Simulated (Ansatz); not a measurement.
C in space group Fmmm (No. 69; C on 8h) at seven volumes, DFT-r²SCAN in the program Ansatz with PAW potentials, shape and atoms relaxed at each. One row is withheld.

```json
[
 {"V (Å³/atom)": "8.498", "P (GPa)": "3.24"},
 {"V (Å³/atom)": "8.779", "P (GPa)": "1.74"},
 {"V (Å³/atom)": "9.059", "P (GPa)": "0.68"},
 {"V (Å³/atom)": "9.339", "P (GPa)": "0.00"},
 {"V (Å³/atom)": "9.619", "P (GPa)": "?"},
 {"V (Å³/atom)": "9.899", "P (GPa)": "-0.74"},
 {"V (Å³/atom)": "10.180", "P (GPa)": "-0.87"}
]
```

Fit the shown pressures and predict the withheld one.

P = (3/2)B₀(x^(7/2) − x^(5/2))[1 + (3/4)(B′ − 4)(x − 1)] with x = (V₀/V)^(2/3). Least squares on the six rows gives V₀ = 9.329 Å³/atom, B₀ = 19.7 GPa, B′ = 13.55. At V = 9.619, x = 0.9798 and P = -0.49 GPa. The run itself gave -0.48 GPa.

The workflow started from an entry of the Crystallography Open Database (COD), which files this formula under 8 space groups. It is not the phase usual at ambient conditions (space group No. 194, 227). The cell keeps a stress of up to 0.2 GPa. Symmetry was held in the r²SCAN relaxation; whether a distortion lowers the energy is not shown. A crystal of weakly bound layers computed without a dispersion correction: the cell and the soft elastic constants depend strongly on that.

Potentials: the later of the program's two PAW sets.
